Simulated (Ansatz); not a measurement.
With r²SCAN (plane waves, PAW; program Ansatz), Al in the simple cubic structure (Pm-3m) relaxes to a = 2.707 Å. Al has 6 nearest neighbours from 2.71 Å (octahedral).

Electronic character: metallic (no gap).

The bulk modulus is 60.2 GPa. The relaxed-ion elastic constants in GPa are C11 = 156, C12 = 12.2, C44 = -21.4.

The start of the workflow was typed in or built on a structure type; neither database checked (COD, Materials Project) lists it. It is not the phase usual at ambient conditions (space group No. 225). The r²SCAN relaxation kept the symmetry of its start. At this level the phase is mechanically unstable. As this level gives no gap, shear constants depend on the k-mesh and smearing (Fermi–Dirac, 0.1 eV here).

Potentials: the earlier of the program's two PAW sets.
